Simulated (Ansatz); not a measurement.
# A trial form of Si2Ge3

The calculation used DFT PBE, scalar-relativistic, plane waves, PAW (Ansatz). Cutoff 420 eV, Gaussian smearing, Γ-centred meshes. Cell and atoms relax first on a coarse mesh and then on a finer one. In between, the cell is made exact in the group found at 0.06 Å. In metals the finer mesh still leaves noise of several meV/atom or more. The steps can't lower the symmetry of their start. No spin polarisation.

The cell of Si2Ge3 is invented: random cell by space group and Wyckoff sites (P4/mmm, No. 123). Its size is a rough estimate.

```
Si Ge
1.0
     3.59499    0.00000    0.00000
     0.00000    3.59499    0.00000
     0.00000    0.00000    6.77153
Si Ge
2 3
Cartesian
  0.0000 0.0000 3.3858
  1.7975 1.7975 0.0000
  0.0000 0.0000 0.0000
  0.0000 1.7975 0.0000
  1.7975 0.0000 0.0000
```

Energies over the elements count from the elements' standard structures at the same level, with no fitted energy shifts.

Question: Which structure results?

Answer: The symmetry stays P4/mmm (No. 123). The volume per atom grows by 47.5 %, from 17.5 to 25.8 Å³. The shortest distance goes from 1.80 Å (Si–Ge and Ge–Ge) to 2.43 Å (Si–Ge). The ratio c/a of the conventional cell changes by a factor of 0.50. The energy falls by about 7.6 eV/atom (the start's value is from the coarse mesh). Conventional cell: a = 5.155 Å, c = 4.858 Å. Si on its first site is surrounded by 2 Ge at 2.43 Å; Si on its second site is surrounded by 4 Ge at 2.58 Å; around Ge on a site of symmetry 4/mmm lie 2 Si at 2.43 Å and 4 Ge at 2.58 Å; Ge on a site of symmetry mmm is surrounded by 2 Ge at 2.58 Å and 2 Si at 2.58 Å.

```xyz
5
Lattice="5.1555 0.0000 0.0000 0.0000 5.1555 0.0000 0.0000 0.0000 4.8578" Properties=species:S:1:pos:R:3 pbc="T T T"
Si    0.0000    0.0000    2.4289
Si    2.5777    2.5777    0.0000
Ge    0.0000    0.0000    0.0000
Ge    0.0000    2.5777    0.0000
Ge    2.5777    0.0000    0.0000
```

Question: Give its energy and gap.

Answer: The energy over the elements is +0.87 eV/atom. The gap on the 8×8×8 mesh of the 5-atom cell is 0 eV (a metal).

A positive value: parting into the elements would lower its energy.

The last run used Gaussian smearing of 0.10 eV. Symmetry constrained the relaxation, so the result can be a saddle point. In all, the 3 runs took 3.2 min on 1 thread of Arm Neoverse V2, on a shared host.
